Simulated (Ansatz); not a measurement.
InP (CsCl type, Pm-3m), plane-wave PAW PBEsol (Ansatz code), all energies at zero smearing, with the estimated change up to a 700 eV cutoff added, with one set of potentials and settings (totals compare only within such a set). Cell of 2 atoms (1 In, 1 P): -6264.885 eV.

```
element              reference phase  E (eV/atom)
-------  ---------------------------  -----------
In       I4/mmm, 1 atoms in the cell   -5525.4724
P          Cmce, 4 atoms in the cell    -740.0363
```

Formation energy per atom, worked out: (-6264.885 − 1×(-5525.4724) − 1×(-740.0363))/2 = 0.312 eV/atom (30 kJ per mol of atoms), at 0 K, without zero-point energy or fitted corrections.

A made-up cell: these elements were put on the sites of a structure type; neither database checked (COD, Materials Project) lists it. It is not the phase usual at ambient conditions (space group No. 216). Symmetry was held in the PBEsol relaxation; whether a distortion lowers the energy is not shown. The references are the lowest solids computed at this level, not always the standard phases.

Potentials: the earlier of the program's two PAW sets. The files were generated under PBE; for other functionals the program regenerates the frozen cores, and for LDA and PBEsol the local potential too.
